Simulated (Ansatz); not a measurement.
**Deforming LaZn**

```xyz
2
Lattice="3.7500 0.0000 0.0000 0.0000 3.7500 0.0000 0.0000 0.0000 3.7500" Properties=species:S:1:pos:R:3 pbc="T T T"
La    1.8750    1.8750    1.8750
Zn    0.0000    0.0000    0.0000
```

Atoms are numbered in the order listed.

The conventional cell has a = 3.750 Å, b = 3.750 Å, c = 3.750 Å, α = 90.00°, β = 90.00°, γ = 90.00°. La (atom 1) is surrounded by 8 Zn at 3.25 Å. Zn (atom 2) has 8 La at 3.25 Å as nearest neighbours.

The cell comes from COD entry 9008827, which wasn't checked; take it as a given geometry.

Spin–orbit coupling is left out, though it moves levels of the heavy atoms by tenths of an eV or more.

Theory: DFT, LDA, all-electron LAPW, scalar-relativistic in Ansatz 0.2.0.

Numerical set-up: a Γ-centred 9×9×9 k mesh, Fermi–Dirac smearing of 0.05 eV, basis error target 1 meV/atom, no spin polarisation.

The unchanged cell is at -4.02 GPa.

In a metal, stresses and small energies carry noise from the k mesh.

x, y and z are the Cartesian axes of the cell as listed; fractional coordinates follow a strain, and an engineering shear is twice the off-diagonal strain component.

Problem. With this change (equal xy, yz and zx engineering shear strains of -2 %), what becomes of the energy and stress?

Solution. Energy change +3 meV/atom; stress change (xx, yy, zz, yz, xz, xy) 0.05, 0.05, 0.05, 0.62, 0.62, 0.62 GPa, compression positive.

Problem. With this change (equal xy, yz and zx engineering shear strains of -1 %), what becomes of the energy and stress?

Solution. Energy change under 1 meV/atom; stress change (xx, yy, zz, yz, xz, xy) 0.01, 0.01, 0.01, 0.30, 0.30, 0.30 GPa, compression positive.

Problem. With this change (equal xy, yz and zx engineering shear strains of +1 %), what becomes of the energy and stress?

Solution. Energy change under 1 meV/atom; stress change (xx, yy, zz, yz, xz, xy) 0.01, 0.01, 0.01, -0.28, -0.28, -0.28 GPa, compression positive.

With equal xy, yz and zx engineering shear strains of +2 %: energy change +3 meV/atom; stress change (xx, yy, zz, yz, xz, xy) 0.05, 0.05, 0.05, -0.55, -0.55, -0.55 GPa, compression positive.
